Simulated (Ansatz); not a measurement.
Theory: DFT PBE, scalar-relativistic, plane waves, PAW in Ansatz. Each cell gets a short relaxation within its symmetry: 420 eV, a coarse mesh through Γ, smearing of 0.2 eV, at most 16 steps to 0.08 eV/Å and 0.8 GPa. No spin polarisation. Energies are free energies per atom, good to about 0.1 eV/atom between metallic cells, end volumes are rough, and groups of ends are read at 0.1 Å.

Two unrelaxed guesses for Zr₄Ag:

A.

```cif
data_structure
_symmetry_space_group_name_H-M 'P6/mmm'
_symmetry_Int_Tables_number 191
_cell_length_a 4.9826
_cell_length_b 4.9826
_cell_length_c 4.6282
_cell_angle_alpha 90.000
_cell_angle_beta 90.000
_cell_angle_gamma 120.000
_cell_volume 99.51
loop_
_atom_site_label
_atom_site_type_symbol
_atom_site_symmetry_multiplicity
_atom_site_Wyckoff_symbol
_atom_site_fract_x
_atom_site_fract_y
_atom_site_fract_z
_atom_site_occupancy
Zr1 Zr 1 a 0.00000 0.00000 0.00000 1
Zr2 Zr 3 f 0.50000 0.00000 0.00000 1
Ag1 Ag 1 b 0.00000 0.00000 0.50000 1
```

B.

```cif
data_structure
_symmetry_space_group_name_H-M 'I4mm'
_symmetry_Int_Tables_number 107
_cell_length_a 5.8434
_cell_length_b 5.8434
_cell_length_c 5.2706
_cell_angle_alpha 90.000
_cell_angle_beta 90.000
_cell_angle_gamma 90.000
_cell_volume 179.96
loop_
_atom_site_label
_atom_site_type_symbol
_atom_site_symmetry_multiplicity
_atom_site_Wyckoff_symbol
_atom_site_fract_x
_atom_site_fract_y
_atom_site_fract_z
_atom_site_occupancy
Zr1 Zr 8 d 0.30878 0.00000 0.30346 1
Ag1 Ag 2 a 0.00000 0.00000 0.88484 1
```

Task: Which is lower as given, and which after relaxing?

Result: As given, B is lower by 1.31 eV/atom. Relaxed, B is lower by 0.92 eV/atom, so the order holds. A goes from P6/mmm at 19.9 Å³/atom to P6/mmm at 30.7 Å³/atom and gains 1.32 eV/atom. B goes from I4mm at 18.0 Å³/atom to I4/mmm at 23.1 Å³/atom and gains 0.93 eV/atom. The closest pair in A goes from Zr–Ag at 2.31 Å to Zr–Ag at 2.60 Å. The closest pair in B goes from Zr–Zr at 2.23 Å to Zr–Ag at 2.96 Å. At the end: counting all near atoms (those within 1.25 times the shortest distance at each site; a plus sign parts nearer from farther groups; a slash parts the counts of unlike sites), A has Zr 6/2+6, Ag 2 and B has Zr 9, Ag 8.
